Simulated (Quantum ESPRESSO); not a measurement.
# Band energies of CsOH

```xyz
6
Lattice="2.1611 -5.6913 0.0000 2.1611 5.6913 0.0000 0.0000 0.0000 4.5043" Properties=species:S:1:pos:R:3 pbc="T T T"
H      2.1611    -0.3757     2.7368
H      2.1611     0.3757     0.4847
O      2.1611    -1.0433     3.4477
O      2.1611     1.0433     1.1955
Cs     2.1611    -4.1163     3.3183
Cs     2.1611     4.1163     1.0661
```

PBEsol (pw.x of Quantum ESPRESSO, ONCV potentials, no spin-orbit coupling); path ΓXSRAZΓYX1A1TY,ZT; energies in eV from the valence-band maximum.

```csv
k (1/Å),point,band 12,band 13,band 14,band 15,band 16,band 17,band 18,band 19
0.00,Γ,-3.31,-0.36,-0.34,-0.14,0.00,3.72,4.10,5.65
0.21,,-3.37,-0.51,-0.42,-0.16,-0.07,4.17,4.42,5.65
0.62,,-3.64,-0.85,-0.66,-0.39,-0.29,5.50,5.56,6.06
0.83,X,-3.70,-0.71,-0.61,-0.45,-0.37,5.07,5.65,6.56
0.83,S,-3.63,-0.77,-0.62,-0.48,-0.38,5.34,5.42,6.33
1.06,,-3.62,-0.64,-0.48,-0.35,-0.35,5.08,5.52,6.73
1.53,R,-3.62,-0.30,-0.30,-0.04,-0.04,5.12,5.12,6.09
1.53,A,-3.65,-0.31,-0.31,-0.07,-0.07,4.90,4.90,6.80
1.70,,-3.59,-0.25,-0.25,-0.07,-0.07,4.86,4.86,6.74
2.03,,-3.64,-0.38,-0.38,-0.21,-0.21,5.18,5.18,6.40
2.19,,-3.74,-0.51,-0.51,-0.27,-0.27,5.19,5.19,6.38
2.36,Z,-3.79,-0.57,-0.57,-0.29,-0.29,5.11,5.11,6.53
2.54,,-3.64,-0.58,-0.45,-0.32,-0.26,4.72,5.36,6.24
2.88,,-3.35,-0.38,-0.33,-0.20,-0.07,4.03,4.26,5.37
3.06,Γ,-3.31,-0.36,-0.34,-0.14,0.00,3.72,4.10,5.65
3.43,,-3.52,-0.47,-0.24,-0.23,-0.03,4.12,4.79,5.45
3.61,Y,-3.64,-0.46,-0.28,-0.18,-0.06,4.02,5.23,5.91
3.82,,-3.65,-0.46,-0.32,-0.26,-0.17,4.31,5.44,5.58
4.23,X1,-3.70,-0.71,-0.61,-0.45,-0.37,5.07,5.65,6.56
4.41,,-3.70,-0.65,-0.54,-0.37,-0.35,5.15,5.41,6.33
4.76,,-3.67,-0.38,-0.34,-0.13,-0.09,4.90,5.00,6.76
4.93,A1,-3.65,-0.31,-0.31,-0.07,-0.07,4.90,4.90,6.80
5.09,,-3.75,-0.41,-0.41,-0.14,-0.14,5.00,5.00,7.05
5.24,,-3.87,-0.50,-0.50,-0.25,-0.25,5.11,5.11,6.93
5.55,T,-4.03,-0.52,-0.52,-0.46,-0.46,5.20,5.20,6.35
5.78,,-3.81,-0.51,-0.46,-0.38,-0.37,5.07,5.37,5.90
6.02,,-3.67,-0.44,-0.37,-0.25,-0.17,4.37,5.44,6.21
6.13,,-3.64,-0.46,-0.31,-0.20,-0.09,4.11,5.30,6.02
6.25,Y,-3.64,-0.46,-0.28,-0.18,-0.06,4.02,5.23,5.91
6.25,Z,-3.79,-0.57,-0.57,-0.29,-0.29,5.11,5.11,6.53
6.53,,-3.89,-0.51,-0.51,-0.41,-0.41,5.08,5.08,6.72
6.80,T,-4.03,-0.52,-0.52,-0.46,-0.46,5.20,5.20,6.35
```

The PBEsol gap is direct, 3.72 eV at Γ.

Geometry of the Materials Project entry, not relaxed at this level.

The structure is a Materials Project entry; no match was found in the copy of COD used, and its stability was not checked.

Letters of k points follow the standard setting of the lattice, whose axes may be ordered differently from the printed cell.
